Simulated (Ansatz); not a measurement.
Space group Im-3m (No. 229). a = 5.546 Å, b = 5.546 Å, c = 5.546 Å, α = 90.00°, β = 90.00°, γ = 90.00°
| atom | site | symmetry | x | y | z |
| --- | --- | --- | --- | --- | --- |
| Mn | 2a | m-3m | 0.0000 | 0.0000 | 0.0000 |
| Ga | 8c | .-3m | 0.2500 | 0.2500 | 0.7500 |

Equation of state of this MnGa4 structure (not necessarily the ground state), with shape and atoms relaxed at each volume where symmetry leaves them free. It has no gap at any of these volumes. These are results of DFT r2SCAN, scalar-relativistic, plane waves, PAW in Ansatz, not measurements.

Cutoff 500 eV; k points 10×10×10 on the computed 5-atom cell (Γ-centred); Gaussian smearing, width 0.10 eV; collinear spin.

```csv
V (Å³/atom),E − E(largest V) (meV/atom),P (GPa)
15.013,53.71,16.98
15.525,8.18,11.67
16.037,-21.81,7.14
16.549,-38.39,3.29
17.061,-43.62,0.04
17.573,-39.29,-2.70
18.084,-26.90,-5.01
18.767,0.00,-7.51
```

Problem. Fit a third-order Birch–Murnaghan equation to E(V).

Solution. V0 = 17.07 Å³/atom, B0 = 99 GPa, B0' = 4.5.

The state reached may not be the lowest one. Only parallel moments were tried here.